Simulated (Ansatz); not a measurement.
BeSe:
```
BeSe
1.0
    0.00000     2.56446     2.56446
    2.56446     0.00000     2.56446
    2.56446     2.56446     0.00000
Se Be
1 1
Direct
  0.75000   0.75000   0.75000
  0.00000   0.00000   0.00000
```

Relaxed with PBEsol. Special points in fractions of this cell's reciprocal vectors: Γ (0.000, 0.000, 0.000); X (0.500, 0.000, 0.500); U (0.625, 0.250, 0.625); K (0.375, 0.375, 0.750); L (0.500, 0.500, 0.500); W (0.500, 0.250, 0.750).

List the band energies nearest the valence-band maximum at these points for PBEsol in the plane-wave PAW code Ansatz.

In eV from the valence-band maximum; about four levels below and three above (degenerate sets whole), none deeper than 8.9 eV; points with the same levels are listed once.

```json
[
 {"k": "Γ", "below": "0.00 0.00 0.00", "above": "4.28 4.99 4.99 4.99"},
 {"k": "X", "below": "-5.14 -2.70 -2.70", "above": "2.47 4.13 11.77 11.77"},
 {"k": "U", "below": "-4.71 -4.11 -2.26", "above": "3.63 6.77 9.73"},
 {"k": "L", "below": "-5.80 -1.09 -1.09", "above": "4.29 5.93 5.93"},
 {"k": "W", "below": "-4.45 -3.89 -3.37", "above": "6.03 7.10 7.30"}
]
```

Space group F-43m (zinc blende). Symmetry was held in the PBEsol relaxation. Scalar-relativistic: spin–orbit coupling is off unless named, which matters more the heavier the elements.

Potentials: the later of the program's two PAW sets.
